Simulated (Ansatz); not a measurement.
Relaxed-ion elastic tensor of NbAs (CsCl type, Pm-3m) in GPa (Voigt order), r²SCAN in the plane-wave PAW code Ansatz; density 8.44 g/cm³, 16.52 Å³ per atom.

```
 339  92.9  92.9   0.0   0.0   0.0
92.9   339  92.9   0.0   0.0   0.0
92.9  92.9   339   0.0   0.0   0.0
 0.0   0.0   0.0   114   0.0   0.0
 0.0   0.0   0.0   0.0   114   0.0
 0.0   0.0   0.0   0.0   0.0   114
```

Task: Is the crystal mechanically stable?

Result: Yes: the smallest eigenvalue of C is 114 GPa.

Task: Work out the Voigt, Reuss and Hill averages.

Result: K_V = 175, K_R = 175, K_H = 175; G_V = 118, G_R = 118, G_H = 118 GPa.

Task: Give Young's modulus, Poisson's ratio, Pugh's ratio and the universal anisotropy index.

Result: E = 9KG/(3K + G) = 289 GPa; ν = 0.23; K/G = 1.49 (brittle by the Pugh limit of 1.75); A_U = 5G_V/G_R + K_V/K_R − 6 = 0.01.

Task: Estimate the sound speeds and the Debye temperature.

Result: v_l = √((K + 4G/3)/ρ) = 6270 m/s, v_t = √(G/ρ) = 3740 m/s, mean 4140 m/s; Θ = (h/k)(3n/4πV)^(1/3) v_m = 484 K.

Task: Give the Zener ratio and Young's modulus along [100], [110] and [111].

Result: A = 2C44/(C11 − C12) = 0.93; 1/E = S11 − 2(S11 − S12 − S44/2)Γ with Γ = 0, 1/4, 1/3 gives 299, 286, 282 GPa.

Task: Solve the Christoffel equation for the three sound speeds along [100], [110], [111].

Result: Eigenvalues of C_ijkl n_j n_l equal ρv². In km/s, slowest first: [100] 3.68, 3.68, 6.34; [110] 3.68, 3.82, 6.26; [111] 3.77, 3.77, 6.23.

A made-up cell: these elements were put on the sites of a structure type; neither database checked (COD, Materials Project) lists it. COD files the formula under space group No. 109, so this cell is another polymorph or a model. Its standing as an ambient phase is unchecked. The cell was relaxed with r²SCAN under the symmetry of its start; its stability against distortions is not shown here. No spin polarisation was allowed. As this level gives no gap, shear constants depend on the k-mesh and smearing (Fermi–Dirac, 0.1 eV here).

Potentials: the later of the program's two PAW sets.
